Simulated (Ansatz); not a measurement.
Input, command and steps of an Ansatz relaxation.

```yaml
crystal:
  lattice:
    - [1.5482305885, 0.893871347, 3.4010737662]
    - [-1.5482305885, 0.893871347, 3.4010737662]
    - [0.0, -1.787742694, 3.4010737662]
  atoms:
    - { symbol: Mg, position: [0.0, 0.0, 0.0] }
    - { symbol: O, position: [0.4291373465, 0.4291373465, 0.4291373465] }
    - { symbol: O, position: [0.5708626535, 0.5708626535, 0.5708626535] }
basis:
  ecutwfc: 420
kpoints:
  mp_grid: { grid: [12, 12, 12] }
hamiltonian:
  xc: pbesol
scf:
  occupations: { method: gaussian, width: 0.02 }
output:
  forces: true
  stress: true
  eigenvalues: true
relax:
  adjacent_minimum: "off"
  f_tol: 0.01
  max_steps: 30
  cell: { stress_tol: 0.1, fix: [volume] }
```

```bash
ansatz run input.yaml --threads 1 --pin off --max-ram 2560MiB --backend cpu --events-out ev --progress --plain --runs-dir out
```

Theory: DFT PBEsol, scalar-relativistic, plane waves, PAW (Ansatz).

The volume is held at 0.94 times that of the relaxed cell.

Of 7 frames 6 are shown, positions in Å and forces in eV/Å; the SCF threshold varies from step to step. Steps run on the plane waves of an earlier cell, with a Pulay correction in the pressure. The basis is chosen afresh for the last frame, the zero of the energies, and at times for earlier ones too; energy and pressure step there, also at an unchanged geometry.

```xyz
3
Lattice="1.5482 0.8939 3.4011 -1.5482 0.8939 3.4011 0.0000 -1.7877 3.4011" Properties=species:S:1:pos:R:3:forces:R:3 pbc="T T T" step=1 free_energy_over_end_meV_per_atom=0.40 pressure_GPa=9.40
Mg    0.0000    0.0000    0.0000    0.0000    0.0000    0.0000
O     0.0000    0.0000    4.3786    0.0000    0.0000   -0.1686
O     0.0000    0.0000    5.8246    0.0000    0.0000    0.1686
3
Lattice="1.5436 0.8912 3.4217 -1.5436 0.8912 3.4217 0.0000 -1.7824 3.4217" Properties=species:S:1:pos:R:3:forces:R:3 pbc="T T T" step=2 free_energy_over_end_meV_per_atom=-0.10 pressure_GPa=8.95
Mg    0.0000    0.0000    0.0000    0.0000    0.0000    0.0000
O     0.0000    0.0000    4.4075    0.0000    0.0000   -0.0653
O     0.0000    0.0000    5.8575    0.0000    0.0000    0.0653
3
Lattice="1.5439 0.8914 3.4203 -1.5439 0.8914 3.4203 0.0000 -1.7827 3.4203" Properties=species:S:1:pos:R:3:forces:R:3 pbc="T T T" step=3 free_energy_over_end_meV_per_atom=-0.12 pressure_GPa=8.94
Mg    0.0000    0.0000    0.0000    0.0000    0.0000    0.0000
O     0.0000    0.0000    4.4049    0.0000    0.0000   -0.0320
O     0.0000    0.0000    5.8560    0.0000    0.0000    0.0320
3
Lattice="1.5440 0.8915 3.4195 -1.5440 0.8915 3.4195 0.0000 -1.7829 3.4195" Properties=species:S:1:pos:R:3:forces:R:3 pbc="T T T" step=4 free_energy_over_end_meV_per_atom=-0.13 pressure_GPa=8.93
Mg    0.0000    0.0000    0.0000    0.0000    0.0000    0.0000
O     0.0000    0.0000    4.4032    0.0000    0.0000   -0.0004
O     0.0000    0.0000    5.8554    0.0000    0.0000    0.0004
3
Lattice="1.5440 0.8915 3.4195 -1.5440 0.8915 3.4195 0.0000 -1.7829 3.4195" Properties=species:S:1:pos:R:3:forces:R:3 pbc="T T T" step=5 free_energy_over_end_meV_per_atom=0.01 pressure_GPa=8.90
Mg    0.0000    0.0000    0.0000    0.0000    0.0000    0.0000
O     0.0000    0.0000    4.4032    0.0000    0.0000   -0.0011
O     0.0000    0.0000    5.8554    0.0000    0.0000    0.0011
3
Lattice="1.5447 0.8919 3.4164 -1.5447 0.8919 3.4164 0.0000 -1.7837 3.4164" Properties=species:S:1:pos:R:3:forces:R:3 pbc="T T T" step=7 free_energy_over_end_meV_per_atom=0.00 pressure_GPa=8.96
Mg    0.0000    0.0000    0.0000    0.0000    0.0000    0.0000
O     0.0000    0.0000    4.3986    0.0000    0.0000    0.0001
O     0.0000    0.0000    5.8507    0.0000    0.0000   -0.0001
```

Time: 30 s on 1 thread of Arm Neoverse V2 (shared host), peak memory 0.36 GiB.